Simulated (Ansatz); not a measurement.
All numbers below come from DFT PBE, scalar-relativistic, plane waves, PAW, and for the lanthanide a 4f-in-core norm-conserving potential (Ansatz 0.2.0). All cells share a 660 eV cutoff and Γ-centred k meshes spaced at most about 0.3 Å⁻¹ (2π included). No spin polarisation in the final relaxations.

Temperature and zero-point effects are left out. All come from trial cells, and lower structures may exist.

**Question.** Order these relaxed structures of CsNdBr₄ by energy, lowest first, with the energy over the lowest of them.
A.

```xyz
6
Lattice="0.0000 5.9085 5.9085 5.9085 0.0000 5.9085 5.9085 5.9085 0.0000" Properties=species:S:1:pos:R:3 pbc="T T T"
Cs    2.9543    2.9543    2.9543
Nd    8.8628    8.8628    8.8628
Br   10.4435    7.2820    7.2820
Br    7.2820   10.4435    7.2820
Br    7.2820    7.2820   10.4435
Br   10.4435   10.4435   10.4435
```

B.

```xyz
6
Lattice="4.2619 0.0000 0.0000 0.0000 4.2619 0.0000 0.0000 0.0000 10.4751" Properties=species:S:1:pos:R:3 pbc="T T T"
Cs    2.1309    2.1309    5.2376
Nd    0.0000    0.0000    0.0000
Br    0.0000    0.0000    7.3841
Br    2.1309    2.1309    1.5216
Br    2.1309    2.1309    8.9535
Br    0.0000    0.0000    3.0911
```

**Answer.** A (0 meV/atom), B (195 meV/atom). Forms: A F-43m; B P4/mmm. Counting Br atoms around Cs and Nd (those within 1.25 times the shortest such distance or 1.15 times the sum of covalent radii; a plus sign parts nearer from farther groups; the shortest distance is added where it is long for a bond): A has Cs 12 from 4.9 Å, Nd 4; B has Cs 10, Nd 2+8.

Cells relaxed within their symmetry can be saddle points. Some types were kept out of the candidates beforehand, so the set may lack a known form.

The lanthanide is trivalent by construction, without f bands, f moments or other valences.
